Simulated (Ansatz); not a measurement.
What a trial cell of TmTaSe4 relaxes into

Level of theory: Ansatz, DFT PBE, scalar-relativistic, plane waves, PAW, and for the lanthanide a 4f-in-core norm-conserving potential. Cutoff 690 eV, Gaussian smearing, Γ-centred meshes. Cell and atoms relax first on a coarse mesh and then on a finer one. In between, the cell is made exact in the group found at 0.06 Å. In metals the finer mesh still leaves noise of several meV/atom or more. The steps can't lower the symmetry of their start. No spin polarisation in the relaxation; trial moments died out in a coarse test.

A trial structure of TmTaSe4 was built thus: random cell by space group and Wyckoff sites (F-43m, No. 216). The dimensions are guesses.

```xyz
6
Lattice="0.0000 4.1845 4.1845 4.1845 0.0000 4.1845 4.1845 4.1845 0.0000" Properties=species:S:1:pos:R:3 pbc="T T T"
Tm    4.1845    4.1845    4.1845
Ta    2.0923    2.0923    2.0923
Se    0.9677    0.9677    0.9677
Se    3.2169    3.2169    0.9677
Se    3.2169    0.9677    3.2169
Se    0.9677    3.2169    3.2169
```

The zero of energy is the elements' standard structures at the same level; no fitted shifts are applied.

Question: What does it relax into?

Answer: The symmetry stays F-43m (No. 216). The volume per atom grows by 63.7 %, from 24.4 to 40.0 Å³. The shortest distance goes from 1.95 Å (Ta–Se) to 2.36 Å (Ta–Se). The energy falls by about 2.3 eV/atom (the start's value is from the coarse mesh). The end is written in a standard setting, so origin, axes and order of atoms can differ from the start's. Conventional cell: a = 9.864 Å. Around Tm lie 12 Se at 4.14 Å and 4 Ta at 4.27 Å; Ta has 4 Se at 2.36 Å and 4 Tm at 4.27 Å; Se has 1 Ta at 2.36 Å, 3 Se at 3.12 Å, 3 Se at 3.86 Å and 3 Tm at 4.14 Å.

```xyz
6
Lattice="0.0000 4.9320 4.9320 4.9320 0.0000 4.9320 4.9320 4.9320 0.0000" Properties=species:S:1:pos:R:3 pbc="T T T"
Tm    4.9320    4.9320    4.9320
Ta    2.4660    2.4660    2.4660
Se    1.1014    3.8306    3.8306
Se    3.8306    1.1014    3.8306
Se    3.8306    3.8306    1.1014
Se    1.1014    1.1014    1.1014
```

Question: Give its energy and gap.

Answer: The energy over the elements is +0.08 eV/atom. The gap on the 8×8×8 mesh of the 6-atom cell is 0 eV (a metal).

The separate elements lie lower, so it is unstable against them.

The last run used Gaussian smearing of 0.10 eV. These runs have no spin–orbit coupling, which can matter for Ta. The reference form of Se is held partly by dispersion forces, which this level lacks. Trial moments died out on the coarse mesh, so the last step has no spin; another magnetic start might hold. Symmetry constrained the relaxation, so the result can be a saddle point. Another cell of TmTaSe4 relaxed alike but with spin, in P4/mmm, lies 0.88 eV/atom lower, so this cell isn't the stable form at this level.

The lanthanide is trivalent by construction, without f bands, f moments or other valences. The reference runs of the other elements, and any phases without the lanthanide, used 420 eV, which shifts energies against them by under 10 meV/atom. The lanthanide's reference is the lowest of its hcp, dhcp and fcc cells.
